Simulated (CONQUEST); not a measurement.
Set-up for a self-consistent single point of AlN (P6_3mc, 8 atoms in the cell; from Materials Project mp-661, changed as shown).

```yaml
crystal:
  lattice:
    - [3.06602, 0.00000, 0.00000]
    - [0.00000, 5.31050, 0.00000]
    - [0.00000, 0.00000, 4.91662]
  atoms:
    - { symbol: Al, position: [0.50000, 0.16667, 0.49929] }
    - { symbol: Al, position: [0.00000, 0.33333, 0.99929] }
    - { symbol: Al, position: [0.00000, 0.66667, 0.49929] }
    - { symbol: Al, position: [0.50000, 0.83333, 0.99929] }
    - { symbol: N, position: [0.50000, 0.16667, 0.88071] }
    - { symbol: N, position: [0.00000, 0.33333, 0.38071] }
    - { symbol: N, position: [0.00000, 0.66667, 0.88071] }
    - { symbol: N, position: [0.50000, 0.83333, 0.38071] }
```

Method: PBE, numerical atomic orbitals double-zeta with polarisation (the shipped basis), PseudoDojo norm-conserving potentials made for PBE in CONQUEST.

CONQUEST settings:

| setting | value |
|---|---|
| basis | DZP |
| Diag.MPMeshX, Y, Z | 6 3 4 |
| potentials | PseudoDojo norm-conserving PBE |
| Grid.GridCutoff | 175 Ha |
| DM.SolutionMethod | diagon |
| Diag.kT | 0.001837 Ha |
| Diag.GammaCentred | true |
| minE.SCTolerance | 1.0e-07 |
| SC.MaxIters | 100 |
| SC.LinearMixingFactor | 0.5 |
| AtomMove.TypeOfRun | static |

Results:

```
Item                                                      Value
------------------------------------------------  -------------
Number of valence electrons                                  32
Number of bands                                             104
Number of k-points after the program's reduction             50
Size of the basis                                           104
Number of SCF iterations                                      8
FFT grid                                           36 × 60 × 60
Free energy E − TS                                -1390.7460 eV
Pressure                                              16.20 GPa
```

Stress (GPa, positive for compression):
```
16.31   0.00   0.00
 0.00  16.46   0.00
 0.00   0.00  15.84
```

For comparison: a first run was changed to give this one (lattice scaled by 0.98), and from it to this one the free energy goes up by 36.0 meV/atom and the pressure goes from 2.91 to 16.20 GPa.

The program uses no crystal symmetry, so grid and mesh can part values that symmetry would make equal. The atom-centred basis is finite, which shifts total energies and pressures against plane waves. The structure comes from a collection of computed structures, made at another level of theory; the collection holds predicted forms beside known ones.

Cost on one core: roughly 80 core-seconds.
